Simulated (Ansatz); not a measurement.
BaNi$_{2}$As$_{2}$O$_{8}$:
```
BaNi2As2O8
1.0
    2.47345     1.42805     7.90812
   -2.47345     1.42805     7.90812
    0.00000    -2.85609     7.90812
Ba As Ni O
1 2 2 8
Cartesian
  0.00000   0.00000   0.00000
  0.00000   0.00000  13.59156
  0.00000   0.00000  10.13281
  0.00000   0.00000  19.72337
  0.00000   0.00000   4.00100
  0.00000   0.00000  15.25435
  0.00000   0.00000   8.47002
  0.78246   1.43014  13.06515
  0.84730  -1.39270  13.06515
 -1.62977  -0.03743  13.06515
 -0.78246  -1.43014  10.65921
 -0.84730   1.39270  10.65921
  1.62977   0.03743  10.65921
```
The run is spin-polarised; directions of the spins, atom by atom: 0 0 0 ↑ ↑ 0 0 0 0 0 0 0 0.

Relaxed with r²SCAN.

Give the Bader charges and basin volumes of the independent atoms, r²SCAN (plane waves, PAW; program Ansatz).



```json
[
 {"atom": "Ba1", "Bader charge (e)": "+1.70", "Bader volume (Å³)": "24.9"},
 {"atom": "As2", "Bader charge (e)": "+2.76", "Bader volume (Å³)": "7.7"},
 {"atom": "Ni4", "Bader charge (e)": "+1.35", "Bader volume (Å³)": "8.4"},
 {"atom": "O6", "Bader charge (e)": "-1.26", "Bader volume (Å³)": "16.5"},
 {"atom": "O8", "Bader charge (e)": "-1.23", "Bader volume (Å³)": "12.9"}
]
```

Space group R-3. The workflow started from an entry of the Crystallography Open Database (COD). Its standing as an ambient phase is unchecked. The cell was relaxed with r²SCAN under the symmetry of its start; whether a distortion lowers the energy is not shown. Spin order of the final state: ferromagnetic, chosen from 2 collinear starts compared on coarse meshes (ties went to the first, and starts can fall back to one state), not a proven ground state. Other orbital occupations within this spin state were not tried. No Hubbard U is applied. Scalar-relativistic: spin–orbit coupling is off unless named, which matters more the heavier the elements.

Potentials: the later of the program's two PAW sets.
